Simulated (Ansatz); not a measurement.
Calculated with Ansatz: Zr$_{6}$BeAl$_{2}$, single run

Input:

```yaml
crystal:
  lattice:
    - [7.812542, 0.0, 0.0]
    - [-3.906271, 6.765862, 0.0]
    - [0.0, 0.0, 3.314415]
  atoms:
    - { symbol: Zr, position: [0.2531, 0.0, 0.5] }
    - { symbol: Zr, position: [0.7469, 0.7469, 0.5] }
    - { symbol: Zr, position: [0.0, 0.2531, 0.5] }
    - { symbol: Al, position: [0.3333, 0.6667, 0.5] }
    - { symbol: Al, position: [0.6667, 0.3333, 0.5] }
    - { symbol: Be, position: [0.0, 0.0, 0.0] }
    - { symbol: Zr, position: [0.6035, 0.0, 0.0] }
    - { symbol: Zr, position: [0.3965, 0.3965, 0.0] }
    - { symbol: Zr, position: [0.0, 0.6035, 0.0] }
  symmetry: { tolerance: 0.0003 }
kpoints:
  mp_grid: { grid: [3, 3, 5], shift: [0.5, 0.5, 0.5] }
magnetization:
  spin_polarized: false
scf:
  occupations: { method: fermi_dirac, width: 0.0124 }
hamiltonian:
  pseudopotentials: { kind: paw }
  xc: pbe
basis:
  ecutwfc: 420
  xc_grid: 1
output:
  forces: true
  stress: true
  eigenvalues: true
```

Run with:

```bash
ansatz run input.yaml --threads 1 --pin off --max-ram 2560MiB --backend cpu --events-out ev --progress --plain --runs-dir out
```

Origin of the cell: a known structure type with other elements, at an estimated volume, so it need not be a known compound.

Output (shortened):

```
Warning: the atoms were moved onto the symmetric positions of the space group found under crystal.symmetry.tolerance 3.0e-4 (fractional; no operation is sought that the atoms, as they stand i […]
Warning: crystal.symmetry: narrowed to the stabiliser of the k-point mesh — unitary ops 12 → 4; excluded 8 operations that carry a point of the 3×3×5 mesh (shift [0.5, 0.5, 0.5]) off the mesh […]
Pseudopotentials: kind: paw
Pseudopotential: Zr, paw, valence charge 12, recommended cutoff 420 eV (normal), Zr.paw.azcp
Pseudopotential: Al, paw, valence charge 3, recommended cutoff 420 eV (normal), Al.paw.azcp
Pseudopotential: Be, paw, valence charge 2, recommended cutoff 420 eV (normal), Be.paw.azcp
Functional definition: PBE
  exchange = pbe_x(kappa = kappa, mu = beta*pi^2/3)
  correlation = pbe_c(beta = beta)
Crystal: 9 atoms, lattice volume = 175.195 Å³
Basis set: ecut = 420 eV, 3401 PW (Γ)
Bands: 49, of which v1, the nominal top of the filled ones, is band 40 counted from 1 (39 counted from 0)
[… 8 lines left out …]
Initial density: superposition of atomic densities (neutral atoms: chi_scale 0, normalization atom), corrected by the library's trained network
Functional: x = pbe(κ = 0.804, μ = 0.219515), c = pbe(β = 0.066725)
SCF iter   1: F=—  HF=-26272.774896 eV  Δρ=4.51e-3  dr2=5.42e-2
SCF iter   2: F=—  HF=-26272.768393 eV  Δρ=2.52e-3  dr2=1.52e-2  defer=17
SCF iter   3: F=—  HF=-26272.766107 eV  Δρ=6.61e-4  dr2=1.32e-3  defer=31
SCF iter   4: F=—  HF=-26272.765904 eV  Δρ=1.77e-4  dr2=1.62e-4  defer=31
SCF iter   5: F=—  HF=-26272.765883 eV  Δρ=6.70e-5  dr2=1.19e-5  defer=31
SCF iter   6: F=—  HF=-26272.766111 eV  Δρ=1.73e-5  dr2=1.51e-6  defer=31
SCF iter   7: F=—  HF=-26272.766111 eV  Δρ=4.89e-6  dr2=1.15e-7  defer=31
SCF iter   8: F=-26272.766111 eV  HF=-26272.766111 eV  Δρ=1.19e-6  dr2=4.03e-9
SCF 1 converged in 8 iterations: F = -26272.766111 eV  dr2 = 4.03e-9
SCF converged after 8 iterations
Free energy (F): -26272.766111 eV
Harris-Foulkes:  -26272.766111 eV  (|F-HF|=2.55e-9)
Internal energy: -26272.758307 eV  (E = F + TS)
E sigma→0 (E₀):  -26272.762209 eV
Entropy (-TS):   -0.007804 eV (-0.867 meV/atom)
Fermi energy:    12.577050 eV
--- Per-component energies (eV) ---
  E_band       = -589.859538
  E_kinetic    = 2067.581876
  E_local      = -4179.438372  (includes V_loc(G=0)·N_el)
  E_nonlocal   = 506.750431
  E_hartree    = 1366.870944
  E_xc         = -1070.898664
  E_vxc        = -1226.417895  (∫ρ·V_xc dr)
  E_paw        = -18719.305142  (= ΣΔE_a)
  E_vpaw       = -492.078112  (= ΣTr[D̂ρ^β])
  E_aug_tail   = 0.000140  (compensation charges beyond the density's cutoff)
  E_ewald      = -6244.319519
  E_smearing   = -0.007804  (= −TS)
  Σ components = -26272.766111   (vs F -26272.766111, Δ=0.00e0)
--- Forces (eV/Å), atoms counted from 1 ---
  atom   1  Zr     0.082750    -0.021264    -0.000000
  atom   2  Zr    -0.047516    -0.082300    -0.000000
  atom   3  Zr    -0.059790     0.061031    -0.000000
  atom   4  Al     0.022432     0.011226     0.000000
  atom   5  Al    -0.001494     0.025040     0.000000
  atom   6  Be    -0.003151    -0.005458     0.000000
  atom   7  Zr     0.064812    -0.027841     0.000000
  atom   8  Zr    -0.001538    -0.002665     0.000000
  atom   9  Zr    -0.056517     0.042208    -0.000000
  max |Σ_I F_I| component: 2.25e-5 eV/Å
--- Stress (GPa, compression-positive) ---
        4.250343       0.154331       0.000000
        0.154331       4.428550       0.000000
        0.000000       0.000000       5.182936
  P = ⅓ Tr σ = 4.6206 GPa (46.206 kbar)
```

Caveats: no moments, though an odd count or open d shells may carry them; the k mesh is coarse if the cell is a metal; the k mesh keeps only part of the crystal's symmetry.

The run took 6.4 s on 1 thread of Intel(R) Xeon(R) Platinum 8488C (Sapphire Rapids) (shared host), peak memory 0.45 GiB, from the program's own first density.
